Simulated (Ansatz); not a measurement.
Here is the system:

SiO₂:
```xyz
12
Lattice="5.0353 0.0000 0.0000 -2.5177 4.3607 0.0000 0.0000 0.0000 8.5659" Properties=species:S:1:pos:R:3 pbc="T T T"
Si     2.5177     1.4536     8.0267
Si     0.0000     2.9072     3.7437
Si     2.5177     1.4536     4.8222
Si     0.0000     2.9072     0.5392
O     -1.0399     1.8011     0.0000
O      2.9556     0.0000     4.2829
O      1.4778     2.5596     0.0000
O     -1.4778     2.5596     4.2829
O      2.0798     0.0000     0.0000
O      1.0399     1.8011     4.2829
O      2.5177     1.4536     6.4244
O      0.0000     2.9072     2.1415
```

This is the r²SCAN-relaxed structure.

Q: All from the program Ansatz at the r²SCAN level (PAW), unless another level is named. Give the highest zone-centre frequency (without LO–TO term).

A: 1269 cm⁻¹.

Q: Next, the bulk modulus (Birch–Murnaghan fit)?

A: 35.5 GPa.

Space group P6_322. The workflow started from a Materials Project entry (that database holds measured and hypothetical structures alike); the Crystallography Open Database copy checked does not list it. It is not the phase usual at ambient conditions (space group No. 92, 152, 154). Symmetry was held in the r²SCAN relaxation. At this level the phase is dynamically unstable (imaginary phonons).

Potentials: the earlier of the program's two PAW sets.
